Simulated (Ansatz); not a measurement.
Cu3Sn in space group P6_3/mmc (No. 194; Cu on 6h, Sn on 2c) at seven volumes, DFT-PBEsol in the program Ansatz with PAW potentials, shape and atoms relaxed at each. One row is withheld.

```csv
V (Å³/atom),P (GPa)
12.586,15.52
13.001,?
13.416,4.24
13.831,0.00
14.246,-3.48
14.661,-6.31
15.076,-8.62
```

Fit the shown pressures and predict the withheld one.

P = (3/2)B₀(x^(7/2) − x^(5/2))[1 + (3/4)(B′ − 4)(x − 1)] with x = (V₀/V)^(2/3). Least squares on the six rows gives V₀ = 13.832 Å³/atom, B₀ = 127 GPa, B′ = 5.49. At V = 13.001, x = 1.0422 and P = 9.33 GPa. The run itself gave 9.36 GPa.

The first step of the workflow began from a Materials Project structure, measured or hypothetical; the Crystallography Open Database copy checked does not list it. COD files the formula under space group No. 59, 63, so this cell is another polymorph or a model. Its standing as an ambient phase is unchecked. Symmetry was held in the PBEsol relaxation; of distortions, only those at the zone centre were tested. No spin polarisation was allowed. Spin–orbit coupling is left out wherever it is not named.

Potentials: the later of the program's two PAW sets.
